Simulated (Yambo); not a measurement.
**RbO2H3: sweep of GW parameters**

G0W0@LDA for RbO$_{2}$H$_{3}$ (space group Cmc2_1, No. 36) in Yambo. Reference settings: 4×4×2 Γ-centred k mesh, 147 bands and a 6 Ry block in the screening, 147 bands in G with the Bruneval-Gonze terminator, plasmon pole fitted at 27.2 eV. The LDA gap (0.25, -0.5, 0) → Γ on this mesh is 4.27 eV; G0W0 gaps are taken between the same points.

| change from the reference | G0W0 gap (0.25, -0.5, 0) → Γ (eV) | shift of the valence edge (eV) | rough Yambo cost |
|---|---|---|---|
| reference settings | 7.18 | -1.61 | 1 |
| 42 bands in W, 42 bands in G | 7.94 | -1.53 | about 1/5 |
| 60 bands in W, 60 bands in G | 7.41 | -1.44 | about 1/3 |
| 42 bands in W, 42 bands in G, 3 Ry block | 8.08 | -1.74 | about 1/6 |
| 42 bands in W, 42 bands in G, 4 Ry block | 7.98 | -1.61 | about 1/6 |
| 42 bands in W, 42 bands in G, 5 Ry block | 7.96 | -1.57 | about 1/5 |
| 60 bands in W, 60 bands in G, 2 Ry block | 7.65 | -1.79 | about 1/4 |
| 60 bands in W, 60 bands in G, 5 Ry block | 7.40 | -1.46 | about 1/4 |
| 85 bands in W, 85 bands in G, 4 Ry block | 7.24 | -1.53 | about 1/2 |
| 85 bands in W, 85 bands in G, 3 Ry block | 7.29 | -1.62 | about 1/2 |
| 85 bands in W, 85 bands in G, 5 Ry block | 7.24 | -1.51 | within a factor of two |
| 116 bands in W, 116 bands in G, 3 Ry block | 7.20 | -1.66 | within a factor of two |
| 116 bands in W, 116 bands in G, 5 Ry block | 7.17 | -1.57 | within a factor of two |
| 116 bands in W, 116 bands in G, 4 Ry block | 7.16 | -1.58 | within a factor of two |
| 2 Ry block | 7.31 | -1.85 | within a factor of two |

The reference isn't shown to be the converged limit. Costs are rough (shared machines), scaled to the same edge states, and given only for runs that recompute the screening.

Geometry of the Materials Project entry, not relaxed at this level; primitive cell a = b = 5.833 Å, c = 5.940 Å, α = β = 90.00°, γ = 137.57°.

The structure is a Materials Project entry; no match was found in the copy of COD used, and its stability was not checked.

A shift is the quasiparticle energy of the state minus its LDA energy.
